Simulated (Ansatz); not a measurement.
PbO2:
Space group P4₂/mnm (No. 136); a = 4.9863 Å, b = 4.9863 Å, c = 3.4033 Å, α = 90.00°, β = 90.00°, γ = 90.00°

```
atom  site  symmetry       x       y       z
----  ----  --------  ------  ------  ------
Pb      2a      m.mm  0.0000  0.0000  0.0000
O       4f      m.2m  0.3073  0.3073  0.0000
```

Relaxed at zero pressure with plane-wave PAW r²SCAN (Ansatz code).

### Question
The volume is raised by 6 % and shape and atoms relax at that volume. What pressure results, and how do the axes share the change?

### Answer
-6.5 GPa; a 2.8 %, b 2.8 %, c 0.2 %; the energy rises by 18 meV/atom.

### Question
Give the new structure.

### Answer

Space group P4₂/mnm (No. 136); a = b = 5.1274 Å, c = 3.4117 Å, α = β = γ = 90.00°

```
atom  site  symmetry       x       y       z
----  ----  --------  ------  ------  ------
Pb      2a      m.mm  0.0000  0.0000  0.0000
O       4f      m.2m  0.3089  0.3089  0.0000
```

The phase is kept; no other phase was compared at this pressure.

Space group P4_2/mnm (rutile). Symmetry was held in the r²SCAN relaxation; of distortions, only those at the zone centre were tested. Spin–orbit coupling is left out wherever it is not named.

Potentials: the later of the program's two PAW sets.
